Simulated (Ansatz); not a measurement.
# Structure search: one Si3TeW candidate

Level of theory: DFT PBE, scalar-relativistic, plane waves, PAW in Ansatz. Cutoff 420 eV, Gaussian smearing, Γ-centred meshes. Cell and atoms relax first on a coarse mesh and then on a finer one. In between, the cell is made exact in the group found at 0.06 Å. In metals the finer mesh still leaves noise of several meV/atom or more. The steps can't lower the symmetry of their start. No spin polarisation.

The cell of Si3TeW is invented: random cell by space group and Wyckoff sites (Pm-3m, No. 221). The dimensions are guesses.

```
Si Te W
1.0
     4.62462    0.00000    0.00000
     0.00000    4.62462    0.00000
     0.00000    0.00000    4.62462
Si Te W
3 1 1
Direct
  0.00000 0.50000 0.50000
  0.50000 0.00000 0.50000
  0.50000 0.50000 0.00000
  0.50000 0.50000 0.50000
  0.00000 0.00000 0.00000
```

Formation energies are uncorrected and refer to the elements' standard structures at the same level.

Q: Describe the relaxed structure.

A: The symmetry stays Pm-3m (No. 221). The end has the antiperovskite type. The volume per atom grows by 20.4 %, from 19.8 to 23.8 Å³. The shortest distance goes from 2.31 Å (Si–Te) to 2.46 Å (Si–Te). The energy falls by about 0.15 eV/atom (the start's value is from the coarse mesh). Conventional cell: a = 4.920 Å. Si has 2 Te at 2.46 Å, 4 W at 3.48 Å and 8 Si at 3.48 Å; around Te lie 6 Si at 2.46 Å; W is surrounded by 12 Si at 3.48 Å.

```
Si Te W
1.0
     4.92040    0.00000    0.00000
     0.00000    4.92040    0.00000
     0.00000    0.00000    4.92040
Si Te W
3 1 1
Direct
  0.00000 0.50000 0.50000
  0.50000 0.00000 0.50000
  0.50000 0.50000 0.00000
  0.50000 0.50000 0.50000
  0.00000 0.00000 0.00000
```

Q: How does it come out in energy, and is it a metal?

A:

| Quantity | Value |
| --- | --- |
| Energy over the elements | +2.33 eV/atom |
| Gap on the 8×8×8 mesh of the 5-atom cell | 0 eV (a metal) |

The separate elements lie lower, so it is unstable against them.

The last run used Gaussian smearing of 0.10 eV. These runs have no spin–orbit coupling, which can matter for Te and W. The reference form of Te is held partly by dispersion forces, which this level lacks. Symmetry constrained the relaxation, so the result can be a saddle point. Another cell of Si3TeW relaxed alike, in Pm-3m, lies 1.64 eV/atom lower, so this cell isn't the stable form at this level.
